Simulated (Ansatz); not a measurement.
AlIr3N (anti-perovskite, space group No. 221) at seven volumes, the program Ansatz at the r²SCAN level (PAW), scaled uniformly. One row is withheld.

```tsv
V (Å³/atom)	P (GPa)
12.110	32.18
12.509	19.57
12.908	8.95
13.308	0.00
13.707	-7.53
14.106	-13.86
14.505	?
```

**Question.** Fit the shown pressures and predict the withheld one.

**Answer.** Third-order Birch–Murnaghan: P = (3/2)B₀(x^(7/2) − x^(5/2))[1 + (3/4)(B′ − 4)(x − 1)] with x = (V₀/V)^(2/3). Least squares on the six rows gives V₀ = 13.308 Å³/atom, B₀ = 273.0 GPa, B′ = 4.71. At V = 14.505, x = 0.9442 and P = -19.21 GPa. The run itself gave -19.16 GPa.

Space group Pm-3m (anti-perovskite). The start of the workflow was typed in or built on a structure type; neither database checked (COD, Materials Project) lists it. Its standing as an ambient phase is unchecked. Symmetry was held in the r²SCAN relaxation; its stability against distortions is not shown here. The workflow began spin-polarised and lost its moments. The volume moved by 18 % from the start of the relaxation. Its formation energy is positive at this level, so the cell may be metastable or incomplete. Scalar-relativistic: spin–orbit coupling is off unless named, which matters more the heavier the elements.

Potentials: the earlier of the program's two PAW sets. The files were generated under PBE; for other functionals the program regenerates the frozen cores, and for LDA and PBEsol the local potential too.
